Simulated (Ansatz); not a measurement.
The calculation used DFT PBEsol, scalar-relativistic, plane waves, PAW in Ansatz.

Structure of CdBr2:

```yaml
crystal:
  lattice:
    - [3.96818, 0.00000, 0.00000]
    - [-1.98409, 3.43654, 0.00000]
    - [0.00000, 0.00000, 13.09905]
  atoms:
    - { symbol: Cd, position: [0.33333, 0.66667, 0.37499] }
    - { symbol: Cd, position: [0.66667, 0.33333, 0.87499] }
    - { symbol: Br, position: [0.33333, 0.66667, 0.99367] }
    - { symbol: Br, position: [0.66667, 0.33333, 0.49367] }
    - { symbol: Br, position: [0.00000, 0.00000, 0.25633] }
    - { symbol: Br, position: [0.00000, 0.00000, 0.75633] }
```

Settings: cutoff 420 eV, Γ-centred mesh 6×6×2 on the computed 6-atom cell, Gaussian smearing of 0.02 eV; no spin polarisation.

Levels along Γ–M–K–Γ–A–L–H–A | L–M | H–K, in eV from a zero inside the gap, sorted by energy at each point. Points in fractions of the primitive reciprocal vectors: Γ (0.000 0.000 0.000), M (0.500 0.000 0.000), K (0.333 0.333 0.000), A (0.000 0.000 0.500), L (0.500 0.000 0.500), H (0.333 0.333 0.500).
```tsv
point	k (1/Å, with 2π)	band 31	band 32	band 33	band 34	band 35	band 36	band 37
Γ	0.000	-1.50	-1.50	-1.43	-1.43	1.43	2.51	3.77
-	0.457	-2.30	-1.61	-1.59	-1.46	2.71	2.89	4.45
M	0.914	-1.89	-1.68	-1.61	-1.51	2.18	2.44	4.39
-	1.178	-1.98	-1.94	-1.71	-1.69	2.65	2.80	5.09
K	1.442	-2.17	-1.92	-1.92	-1.67	3.01	3.01	5.53
-	1.970	-1.96	-1.91	-1.82	-1.54	2.92	3.01	5.19
Γ	2.498	-1.50	-1.50	-1.43	-1.43	1.43	2.51	3.77
-	2.618	-1.49	-1.49	-1.44	-1.44	1.59	2.34	3.80
A	2.737	-1.46	-1.46	-1.46	-1.46	1.97	1.97	3.83
-	3.195	-1.85	-1.85	-1.52	-1.52	2.79	2.79	4.76
L	3.652	-1.78	-1.78	-1.59	-1.59	2.35	2.35	4.54
-	3.916	-1.98	-1.98	-1.70	-1.70	2.74	2.74	5.24
H	4.179	-1.90	-1.90	-1.90	-1.90	2.98	2.98	5.92
-	4.707	-2.01	-2.01	-1.62	-1.62	2.96	2.96	5.28
A	5.235	-1.46	-1.46	-1.46	-1.46	1.97	1.97	3.83
L	5.235	-1.78	-1.78	-1.59	-1.59	2.35	2.35	4.54
-	5.355	-1.87	-1.67	-1.66	-1.53	2.24	2.42	4.43
M	5.475	-1.89	-1.68	-1.61	-1.51	2.18	2.44	4.39
H	5.475	-1.90	-1.90	-1.90	-1.90	2.98	2.98	5.92
-	5.595	-2.09	-1.91	-1.91	-1.73	3.00	3.00	5.66
K	5.715	-2.17	-1.92	-1.92	-1.67	3.01	3.01	5.53
```

The cell holds layers, and where no dispersion correction was added their binding is poorly described.

Cost: 1 run of about 2.4 core-minutes, on Arm Neoverse V1 (shared hosts).